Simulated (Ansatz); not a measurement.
Consider the following.

Re$_{3}$W:
```cif
data_Re3W
_chemical_formula_sum 'Re3 W1'
_space_group_name_H-M_alt 'P 1'
_space_group_IT_number 1
_cell_length_a 4.80573
_cell_length_b 4.80573
_cell_length_c 4.80573
_cell_angle_alpha 131.875
_cell_angle_beta 131.875
_cell_angle_gamma 70.427
loop_
_space_group_symop_operation_xyz
  'x, y, z'
loop_
_atom_site_label
_atom_site_type_symbol
_atom_site_fract_x
_atom_site_fract_y
_atom_site_fract_z
_atom_site_occupancy
Re1 Re 0.75000 0.25000 0.50000 1
Re2 Re 0.25000 0.75000 0.50000 1
Re3 Re 0.50000 0.50000 0.00000 1
W1 W 0.00000 0.00000 0.00000 1
```

This is the r²SCAN-relaxed structure.

### Question
All from plane-wave PAW r²SCAN (Ansatz code), unless another level is named. Estimate the highest zone-centre frequency.

### Answer
216 cm^-1.

### Question
What about the bulk modulus (Birch–Murnaghan fit)?

### Answer
363 GPa.

Space group I4/mmm. The first step of the workflow began from a Materials Project structure, measured or hypothetical; the Crystallography Open Database copy checked does not list it. Whether it is the stable phase at ambient conditions was not checked. The cell was relaxed with r²SCAN under the symmetry of its start; its stability against distortions is not shown here. The run is not spin-polarised. As this level gives no gap, phonon frequencies hold no LO–TO term and depend on the k-mesh and smearing (Fermi–Dirac, 0.1 eV here). Spin–orbit coupling is left out wherever it is not named.

Potentials: the later of the program's two PAW sets.
